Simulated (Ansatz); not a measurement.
K-41 NMR of the central transition in KB3H8

Cell: a structure deposited in the COD, its atoms then relaxed with PBE in this cell.

```
K B H
1.0
     3.71281   -4.04043    0.00000
     3.71281    4.04043    0.00000
     0.00000    0.00000    8.19595
K B H
2 6 16
Direct
  0.66545 0.33455 0.75000
  0.33455 0.66545 0.25000
  0.28055 0.71945 0.64035
  0.71945 0.28055 0.14035
  0.71945 0.28055 0.35965
  0.28055 0.71945 0.85965
  0.09117 0.90883 0.75000
  0.90883 0.09117 0.25000
  0.20290 0.52065 0.58902
  0.79710 0.47935 0.08902
  0.52065 0.20290 0.41098
  0.47935 0.79710 0.91098
  0.79710 0.47935 0.41098
  0.20290 0.52065 0.91098
  0.47935 0.79710 0.58902
  0.52065 0.20290 0.08902
  0.13744 0.86256 0.57697
  0.86256 0.13744 0.07697
  0.86256 0.13744 0.42303
  0.13744 0.86256 0.92303
  0.87293 0.85313 0.75000
  0.12707 0.14687 0.25000
  0.85313 0.87293 0.25000
  0.14687 0.12707 0.75000
```

Atoms are numbered from 1 in the order listed; like atoms form one site, named after its first atom.

All values are calculated (Ansatz; DFT, PBE, plane waves and PAW, scalar-relativistic, 420 eV cutoff, Γ-centred 5×5×3 k-points, fixed occupations), not measured.

K-41 has I = 3/2 and Q = 73.40 mb (Pyykkö 2018); at 16.4 T its Larmor frequency is ν₀ = 17.9 MHz. Only the quadrupole interaction is simulated: positions count from each site's isotropic chemical shift, and J coupling is left out, as are shift anisotropy and dipolar coupling, which fast spinning averages.

(1) Simulate the second-order pattern (fast magic-angle spinning, Gaussian broadening 0.2 kHz) of site K (18 H at 2.96–3.31 Å; also 4 B at 3.23–3.24 Å).

Results:

(1) The calculation gives C_Q = 1.67 MHz and η = 0.51, so ν_Q = 0.837 MHz and the centre of gravity lies at -237 ppm (-4.25 kHz).

```json
{"offset (kHz)": "-10.75", "height": "0"}
{"offset (kHz)": "-10.46", "height": "0"}
{"offset (kHz)": "-10.18", "height": "5"}
{"offset (kHz)": "-9.90", "height": "8"}
{"offset (kHz)": "-9.61", "height": "9"}
{"offset (kHz)": "-9.33", "height": "9"}
{"offset (kHz)": "-9.05", "height": "9"}
{"offset (kHz)": "-8.76", "height": "9"}
{"offset (kHz)": "-8.48", "height": "10"}
{"offset (kHz)": "-8.20", "height": "14"}
{"offset (kHz)": "-7.91", "height": "28"}
{"offset (kHz)": "-7.63", "height": "30"}
{"offset (kHz)": "-7.35", "height": "32"}
{"offset (kHz)": "-7.06", "height": "34"}
{"offset (kHz)": "-6.78", "height": "36"}
{"offset (kHz)": "-6.50", "height": "39"}
{"offset (kHz)": "-6.21", "height": "44"}
{"offset (kHz)": "-5.93", "height": "52"}
{"offset (kHz)": "-5.65", "height": "100"}
{"offset (kHz)": "-5.36", "height": "99"}
{"offset (kHz)": "-5.08", "height": "78"}
{"offset (kHz)": "-4.80", "height": "72"}
{"offset (kHz)": "-4.51", "height": "69"}
{"offset (kHz)": "-4.23", "height": "69"}
{"offset (kHz)": "-3.95", "height": "71"}
{"offset (kHz)": "-3.66", "height": "76"}
{"offset (kHz)": "-3.38", "height": "91"}
{"offset (kHz)": "-3.10", "height": "100"}
{"offset (kHz)": "-2.81", "height": "76"}
{"offset (kHz)": "-2.53", "height": "65"}
{"offset (kHz)": "-2.25", "height": "59"}
{"offset (kHz)": "-1.96", "height": "54"}
{"offset (kHz)": "-1.68", "height": "51"}
{"offset (kHz)": "-1.40", "height": "48"}
{"offset (kHz)": "-1.11", "height": "45"}
{"offset (kHz)": "-0.83", "height": "43"}
{"offset (kHz)": "-0.55", "height": "40"}
{"offset (kHz)": "-0.26", "height": "11"}
{"offset (kHz)": "0.02", "height": "0"}
{"offset (kHz)": "0.30", "height": "0"}
```
